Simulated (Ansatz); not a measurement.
SiO$_{2}$ (alpha-cristobalite type, space group P4_12_12)

```
CELL_PARAMETERS angstrom
      5.08278     0.00000     0.00000
      0.00000     5.08278     0.00000
      0.00000     0.00000     7.09805
ATOMIC_POSITIONS crystal
  Si 0.29405 0.29405 0.00000
  Si 0.79405 0.20595 0.75000
  Si 0.20595 0.79405 0.25000
  Si 0.70595 0.70595 0.50000
  O  0.24110 0.09387 0.17444
  O  0.74110 0.40613 0.57556
  O  0.25890 0.59387 0.07556
  O  0.75890 0.90613 0.67444
  O  0.90613 0.75890 0.32556
  O  0.40613 0.74110 0.42444
  O  0.59387 0.25890 0.92444
  O  0.09387 0.24110 0.82556
```

The atoms are displaced by Q × the pattern below (from a DFPT mode at Γ, largest move 1; Q in Å), at fixed cell.

```json
[
 {"atom": "Si1", "x": "-0.144", "y": "0.144", "z": "0.558"},
 {"atom": "Si2", "x": "0.144", "y": "0.144", "z": "0.558"},
 {"atom": "Si3", "x": "-0.144", "y": "-0.144", "z": "0.558"},
 {"atom": "Si4", "x": "0.144", "y": "-0.144", "z": "0.558"},
 {"atom": "O5", "x": "0.107", "y": "0.865", "z": "-0.490"},
 {"atom": "O6", "x": "-0.107", "y": "0.865", "z": "-0.490"},
 {"atom": "O7", "x": "0.107", "y": "-0.865", "z": "-0.490"},
 {"atom": "O8", "x": "-0.107", "y": "-0.865", "z": "-0.490"},
 {"atom": "O9", "x": "0.865", "y": "0.107", "z": "-0.490"},
 {"atom": "O10", "x": "-0.865", "y": "0.107", "z": "-0.490"},
 {"atom": "O11", "x": "0.865", "y": "-0.107", "z": "-0.490"},
 {"atom": "O12", "x": "-0.865", "y": "-0.107", "z": "-0.490"}
]
```

Calculation: PBE (plane waves to 420 eV, PAW, scalar-relativistic; Ansatz, a program for electronic structure). k mesh 5×5×4 (Γ-centred), Fermi-Dirac smearing 0.05 eV. SiO2 was relaxed with its symmetry unable to fall. The PAW data are Ansatz's earlier set. 

```
Q (Å)   −dE/dQ from forces (eV/Å)
------  -------------------------
-0.180                    159.702
-0.150                    123.280
-0.120                     92.252
-0.090                     65.491
-0.060                     41.905
-0.030                     20.427
0.000                       0.000
0.030                     -20.427
0.060                     -41.905
0.090                     -65.491
0.120                     -92.252
0.150                    -123.280
0.180                    -159.702
```

Question: What harmonic wavenumber does the curvature at Q = 0 give?

Answer: 1047 cm⁻¹. E″ = 675.06 eV/Å², M = Σ mᵢ|uᵢ|² = 167.6 u, ν̃ = 521.5·√(|E″|/M).

(For displaced atoms, the force is minus the slope of the energy, and its curvature is a force constant, which sets phonon frequencies.)
